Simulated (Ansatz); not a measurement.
Magnetic states of MnSn$_{2}$

```
Mn Sn
1.0
    -3.32950    3.32950    2.72350
     3.32950   -3.32950    2.72350
     3.32950    3.32950   -2.72350
Mn Sn
2 4
Direct
  0.25000 0.25000 0.00000
  0.75000 0.75000 0.00000
  0.66230 0.16230 0.82460
  0.16230 0.33770 0.50000
  0.33770 0.83770 0.17540
  0.83770 0.66230 0.50000
```

All energies were calculated with Ansatz 0.2.0 (r2SCAN; 500 eV; 7×7×7 Γ-centred mesh; fermi-dirac occupations of width 0.050 eV). The atoms are fixed and numbered as listed; spin is collinear, without spin-orbit coupling.

Different starts of the self-consistent cycle ended in different solutions. Their moments in μB:

```tsv
state	Mn1	Mn2	other atoms together	size of the net moment a cell
A	0.00	0.00	0.00	0.00
B	3.32	3.32	-0.38	6.01
C	3.50	-3.50	0.00	0.00
```

Site moments are taken in small spheres that don't touch (radius about 0.4 of the atom's shortest bond), so those of the magnetic atoms read low, and they needn't add up to the net moment. State A was run without spin polarisation.

What is the order in energy at zero smearing?

State B (parallel moments) is lowest; C (antiparallel, compensated) lies 5.9 meV above it, A (without moments) lies 365 meV above it, all counted an atom of the cell.

Which states have a gap on the mesh, and what pressure does each exert on this cell?

A: no gap, -8.9 GPa; B: no gap, 2.3 GPa; C: no gap, 4.2 GPa (positive in compression). Moments take up room: without them the pressure is lower, so that state wants a smaller cell.

How much does the cell gain by forming moments?

365 meV an atom of the cell, or 1095 meV for each Mn atom, against state A, which has none. In a metal like this the level decides whether moments form at all, so this is no ordering energy.

The cell is that of a Crystallography Open Database entry, unchanged.

Caveats: only orders that fit this cell and collinear spins were tried, so the true order may need a larger cell or canted moments; atoms and cell are not relaxed, and each state would relax in its own way; r2SCAN overestimates the moments and magnetic energies of itinerant metals, and can make a paramagnetic metal magnetic; the k mesh is coarse, so differences of a few meV are uncertain where a state is a metal; one start a pattern, so a lower state of the same pattern may exist.
